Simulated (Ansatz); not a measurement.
Sn:
```xyz
1
Lattice="-1.8667 1.8667 1.8667 1.8667 -1.8667 1.8667 1.8667 1.8667 -1.8667" Properties=species:S:1:pos:R:3 pbc="T T T"
Sn     0.0000     0.0000     0.0000
```

Relaxed with PBEsol. Special points in fractions of this cell's reciprocal vectors: Γ (0.000, 0.000, 0.000); H (0.500, -0.500, 0.500); N (0.000, 0.000, 0.500); P (0.250, 0.250, 0.250).

Question: List the band energies nearest the Fermi level at these points for DFT-PBEsol in the program Ansatz with PAW potentials.

Answer: In eV from the Fermi level; about four levels below and three above (degenerate sets whole), none deeper than 8.9 eV; … stands for higher levels left out; points with the same levels are listed once.

```
k                    below           above
-  -----------------------  --------------
Γ                        –  8.36 8.36 8.36
H  -2.24 -0.53 -0.53 -0.53               …
N              -6.48 -4.66     3.75 5.58 …
P  -5.10 -1.57 -1.57 -1.57               …
```

Space group Im-3m (bcc (W type)). The first step of the workflow began from a Materials Project structure, measured or hypothetical; the Crystallography Open Database copy checked does not list it. It is not the phase usual at ambient conditions (space group No. 141). The cell was relaxed with PBEsol under the symmetry of its start. At this level the phase is mechanically unstable. Scalar-relativistic: spin–orbit coupling is off unless named, which matters more the heavier the elements.

Potentials: the later of the program's two PAW sets.
